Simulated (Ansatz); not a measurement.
Ansatz (a first-principles code) input:

Ansatz 0.2 input:
```yaml
crystal:
  lattice:
    - [0.0, 2.2453562003, 2.2453562003]
    - [2.2453562003, 0.0, 2.2453562003]
    - [2.2453562003, 2.2453562003, 0.0]
  atoms:
    - { symbol: B, position: [0.0, 0.0, 0.0] }
    - { symbol: P, position: [0.75, 0.75, 0.75] }
kpoints:
  mp_grid: { grid: [10, 10, 10] }
hamiltonian:
  xc: lda
  pseudopotentials: { azcp: { folder: ./paw }, kind: paw }
scf:
  occupations: { method: fixed }
phonons:
  method: dfpt
  response_accuracy: low
  qmesh: [5, 5, 5]
  interpolated_qmesh: [21, 21, 21]
  dielectric: true
  rigid_motions: translations
  temperatures: { t_max: 1000, t_step: 50 }
  qpath:
    path:
      - [[0.0, 0.0, 0.0], [0.5, 0.0, 0.5], [0.625, 0.25, 0.625]]  # Γ-X-U
      - [[0.375, 0.375, 0.75], [0.0, 0.0, 0.0], [0.5, 0.5, 0.5], [0.5, 0.25, 0.75], [0.5, 0.0, 0.5]]  # K-Γ-L-W-X
    npoints: 13
```

Output (shortened):

```
WARN phonons: the dynamical matrix that this run interpolates holds no multipole term above the dipole-dipole one, and a site of this crystal is no centre of …
zone centre: on kpoints.mp_grid the ground state, and the responses unless they are solved on pairs of k-points, stand on 171 of the mesh's 1000 k-points, …
Pseudopotentials: kind: paw
Pseudopotential: B, paw, valence charge 3
Pseudopotential: P, paw, valence charge 5
Functional definition: SPW92
Crystal: 2 atoms, lattice volume = 22.640 Å³
Basis set: ecut = 420 eV, 459 PW (Γ), exchange–correlation on 48×48×48 points (8 copies of the dense FFT grid, shifted against one another)
Bands: 8, of which v1, the nominal top of the filled ones, is band 4 counted from 1 (3 counted from 0)
Symmetry: 24 space group operations
k-points: 171 of 1000 (irreducible under 4 space group operations, time reversal used)
PAW frozen core: B, regenerated for the run's functional, and the local potential with it
PAW frozen core: P, regenerated for the run's functional, and the local potential with it
Initial density: superposition of atomic densities (chi_scale 0.1, normalization cell, long waves kept (reshape's long-wave potential 0.00 eV rms))
Initial wavefunctions: pseudopotential atomic-orbital guess
Eigensolver: davidson
Functional: x = slater, c = lda
all-band conjugate gradients solve this SCF's bands
SCF 1 converged in 7 iterations: F = -876.637132 eV  dr2 = 7.98e-11
── the response to a field inside a basis, on 10×10×10 k-points: an SCF that follows is theirs, and a resumed run solves both again ──
Crystal: 2 atoms, lattice volume = 22.640 Å³
Bands: 5, of which v1, the nominal top of the filled ones, is band 4 counted from 1 (3 counted from 0)
k-points: 110 of 1000 (irreducible under 6 space group operations, time reversal used)
Initial density: handed on by an earlier stage of this run
Initial wavefunctions: pseudopotential atomic-orbital guess (no wavefunctions were taken with the density)
Eigensolver: Dense (110 Hₖ)
all-band conjugate gradients don't solve this SCF's bands (scf.eigensolver.kind)
SCF 1 converged in 3 iterations: F = -876.637605 eV  dr2 = 5.41e-10
SCF converged after 7 iterations
Free energy (F): -876.637132 eV
Harris-Foulkes:  -876.637132 eV  (|F-HF|=5.07e-11)
Internal energy: -876.637132 eV  (E = F + TS)
E sigma→0 (E₀):  -876.637132 eV
Fermi energy:    9.464752 eV
--- Per-component energies (eV) ---
  E_band       = 23.051196
  E_kinetic    = 122.414661
  E_local      = -61.171749  (includes V_loc(G=0)·N_el)
  E_nonlocal   = 41.765409
  E_hartree    = 16.688663
  E_xc         = -106.571665
  E_vxc        = -102.019870  (∫ρ·V_xc dr)
  E_paw        = -601.427876  (= ΣΔE_a)
  E_vpaw       = -11.314522  (= ΣTr[D̂ρ^β])
  E_aug_tail   = 0.000009  (compensation charges beyond the density's cutoff)
  E_ewald      = -288.497769
  E_core_change = 0.163186  (= ΣΔE_core)
  E_smearing   =  0.000000  (= −TS)
  E_closure    = 0.000000  (closes the sum)
  Σ components = -876.637132   (vs F -876.637132, Δ=0.00e0)
--- Band table (eV; the first three rows and the last of 171) ---
  k-point 0: bands = ["-6.2091", "9.4648", "9.4648", "9.4648", "12.8903", "12.8903", "12.8903", "17.2893"]
  k-point 1: bands = ["-6.0246", "8.1517", "9.1638", "9.1638", "13.3059", "13.3059", "13.3431", "17.7667"]
  k-point 2: bands = ["-5.4776", "5.7745", "8.5948", "8.5948", "13.5928", "14.0293", "14.0293", "18.7891"]
  k-point 170: bands = ["-1.2311", "1.4356", "3.3891", "4.6370", "14.2698", "15.7183", "17.3040", "17.9332"]
  band table: 8 of 8 bands, residual norms ≤ 1.0e-3 eV
--- Phonons (Γ-DFPT): 2 representative perturbations + reference, on 171 of 1000 k-points (Σ response iterations 4) ---
  k mesh reduced under 4 symmetry operations, with k and −k counted as one. Each operation leaves every solved perturbation unchanged …
  ASR residual: 2.587e-4 → 0.000e0 eV/Å²; symmetrization residual: 1.264e-6 eV/Å²
  ASR residual per site (eV/Å²): 1.34e-4 2.59e-4
  Γ frequencies (cm⁻¹): 0.00 0.00 0.00 820.87 820.87 820.87
  ε∞ (high-frequency dielectric tensor):
        9.184061     0.000000     0.000000
        0.000000     9.184061     0.000000
        0.000000     0.000000     9.184061
  ε⁰ (static dielectric tensor: ions relaxed, cell fixed):
        9.348907     0.000000     0.000000
        0.000000     9.348907     0.000000
        0.000000     0.000000     9.348907
  ε⁰ − ε∞ (ionic part):
        0.164846     0.000000     0.000000
        0.000000     0.164846     0.000000
        0.000000     0.000000     0.164846
  softest optical mode at Γ: 820.87 cm⁻¹; the repairs (sum rule, projections) moved no ω² at Γ by more than (1.89 cm⁻¹)²
  Born effective charges Z* (e; rows j = field, columns β = displacement):
    site 0:
        -0.63996    0.00000    0.00000
         0.00000   -0.63996    0.00000
         0.00000    0.00000   -0.63996
    site 1:
         0.63996    0.00000    0.00000
         0.00000    0.63996    0.00000
         0.00000    0.00000    0.63996
  Z* charge neutrality: 5.416e-5 e pre-enforcement
  solved inside a basis spanned on kpoints, on 10×10×10 k-points, its susceptibility summed on 14×14×14 …
  optical modes at Γ without the LO–TO term, one row a degenerate level:
      ω (cm⁻¹)  modes    IR ((D/Å)²/amu)
        820.87      3             3.5373
  optical modes at Γ + LO–TO along q̂ = [1.0000, 0.0000, 0.0000]:
      ω (cm⁻¹)  modes    IR ((D/Å)²/amu)
        820.87      2             2.3582
        828.20      1             1.1791
  optical modes at Γ + LO–TO along q̂ = [0.0000, 1.0000, 0.0000]:
      ω (cm⁻¹)  modes    IR ((D/Å)²/amu)
        820.87      2             2.3582
        828.20      1             1.1791
  optical modes at Γ + LO–TO along q̂ = [0.0000, 0.0000, 1.0000]:
      ω (cm⁻¹)  modes    IR ((D/Å)²/amu)
        820.87      2             2.3582
        828.20      1             1.1791
  non-analytic LO–TO correction: the dipole-dipole term of the run's Born effective charges and high-frequency dielectric tensor (where they are solved with …
--- Phonons (arbitrary-q DFPT): 10 irreducible q on the 5×5×5 mesh ---
  q = [0.0000, 0.0000, 0.0000] (star 1, of the zone-centre solve; hermiticity 1.27e-7, symmetrization 8.24e-16): 0.00 0.00 0.00 820.87 820.87 820.87
  q = [0.0000, 0.0000, 0.2000] (star 8, 2 solved perturbations on 550 of 1000 k-point pairs; hermiticity 9.42e-8, symmetrization 2.50e-15): 154.57 154.57 290.37 800.73 800.73 816.87
  q = [0.0000, 0.0000, 0.4000] (star 8, 2 solved perturbations on 550 of 1000 k-point pairs; hermiticity 6.63e-8, symmetrization 4.10e-15): 216.94 216.94 487.34 783.99 783.99 783.99
  q = [0.0000, 0.2000, 0.2000] (star 6, 4 solved perturbations in 970 linear systems a pass and spin channel, the states on 305 of 1000 k-point pairs; hermiticity 1.27e-7, symmetrization 2.83e-11): 205.55 205.55 304.00 779.73 779.73 825.91
  q = [0.0000, 0.2000, 0.4000] (star 24, 4 solved perturbations in 3100 linear systems a pass and spin channel, the states on 1000 of 1000 k-point pairs; hermiticity 7.55e-8, symmetrization 9.43e-16): 259.76 313.74 427.49 744.89 758.80 807.66
  q = [0.0000, 0.2000, -0.4000] (star 24, 4 solved perturbations in 3100 linear systems a pass and spin channel, the states on 1000 of 1000 k-point pairs; hermiticity 6.36e-8, symmetrization 1.28e-15): 270.53 345.10 481.26 716.76 754.84 804.28
  q = [0.0000, 0.2000, -0.2000] (star 12, 4 solved perturbations in 1710 linear systems a pass and spin channel, the states on 550 of 1000 k-point pairs; hermiticity 8.76e-8, symmetrization 2.81e-15): 230.25 299.68 374.05 757.66 773.45 808.19
  q = [0.0000, 0.4000, 0.4000] (star 6, 4 solved perturbations in 970 linear systems a pass and spin channel, the states on 305 of 1000 k-point pairs; hermiticity 8.31e-8, symmetrization 2.05e-11): 301.28 301.28 506.43 735.24 735.24 809.45
  q = [0.0000, 0.4000, -0.4000] (star 12, 4 solved perturbations in 1710 linear systems a pass and spin channel, the states on 550 of 1000 k-point pairs; hermiticity 6.89e-8, symmetrization 1.08e-15): 306.27 386.44 497.25 703.58 732.70 804.37
  q = [0.2000, 0.4000, -0.4000] (star 24, 6 solved perturbations on 550 of 1000 k-point pairs; hermiticity 9.60e-8, symmetrization 2.58e-11): 341.05 385.24 452.56 701.25 735.55 802.03
  sum rule: each row above includes the acoustic sum rule's correction from the zone centre's row sums; it moved no ω² by more than (1.84 cm⁻¹)²
  mesh force constants: q→R imaginary residual 0.00e0; ASR residual 2.587e-4 → 0.000e0 eV/Å²; symmetrization residual 7.105e-15 eV/Å²
  interpolated dispersion: 81 rows × 6 modes
  density of states and harmonic sums: on the 21×21×21 q-mesh, interpolated from the force constants of a 5×5×5 supercell (with the dipole–dipole term)
  largest difference from the sums on the solved wave vectors: F 4.28e-3 eV, S 6.32e-6 and C_V 2.04e-6 eV/K
  zero-point energy: 0.205573 eV/cell   skipped modes (ω ≤ 0): 3   left out of the sums: 5.40e-5 of the cell's modes …
```

Cost: very roughly 120 core-seconds on shared cores.

Space group F-43m (zinc blende). The cell was relaxed with LDA under the symmetry of its start.

Potentials: the earlier of the program's two PAW sets. The files were generated under PBE; for other functionals the program regenerates the frozen cores, and for LDA and PBEsol the local potential too.

Ansatz is a plane-wave DFT program.
